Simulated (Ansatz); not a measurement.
# What DFT gives for KRb2BrF6

```
CELL_PARAMETERS angstrom
0.00000 4.73183 4.73183
4.73183 0.00000 4.73183
4.73183 4.73183 0.00000
ATOMIC_POSITIONS crystal
F 0.76500 0.23500 0.23500
F 0.23500 0.76500 0.23500
F 0.23500 0.76500 0.76500
F 0.76500 0.23500 0.76500
F 0.23500 0.23500 0.76500
F 0.76500 0.76500 0.23500
K 0.50000 0.50000 0.50000
Rb 0.25000 0.25000 0.25000
Rb 0.75000 0.75000 0.75000
Br 0.00000 0.00000 0.00000
```

The numbers come from plane-wave PAW DFT (Ansatz): r2SCAN, no spin polarisation, 500 eV, 6×6×6 Γ-centred k points, fermi-dirac occupations (width 0.1 eV). Nothing was relaxed.

**Question.** Give the Bader charges.

**Answer.** Bader charges in e: Rb +0.93, K +0.88, Br +1.21, F -0.66. In the mean Br gives up most and F takes most.

**Question.** What do density and ELF say about some of the short contacts?

**Answer.** F–Br at 2.22 Å: least valence density 0.46 e/Å³ and ELF 0.27 there. F–K at 2.51 Å: least valence density 0.16 e/Å³ and ELF 0.04 there. Rb–F at 3.35 Å: least valence density 0.03 e/Å³ and ELF 0.01 there, so no covalent bond. Both are smooth PAW fields, read partly inside the augmentation spheres.

**Question.** Is the cell too large or too small?

**Answer.** The pressure is -1.9 GPa (compression positive), so with the atoms held at these fractions the cell would first shrink.

**Question.** What happens at the Fermi level?

**Answer.** It is a metal, with about 12 states/eV a cell as the mean within 0.25 eV of the Fermi level, mostly Br p (53 %) and F p (44 %).

**Question.** What is the formation energy?

**Answer.** -1.85 eV an atom against the elements' usual phases (free molecules for gases, crystals otherwise, with no correction for O₂ or N₂), so it is bound against them; other compounds may still compete. Relaxing would lower it.

Origin: a known structure type with other elements, at an estimated volume, so it need not be a known compound. Caveats: many states at the Fermi level without spin polarisation, so a magnetic state may lie lower; the Fermi level lies in a narrow band between gaps, which spin or distortion may split.
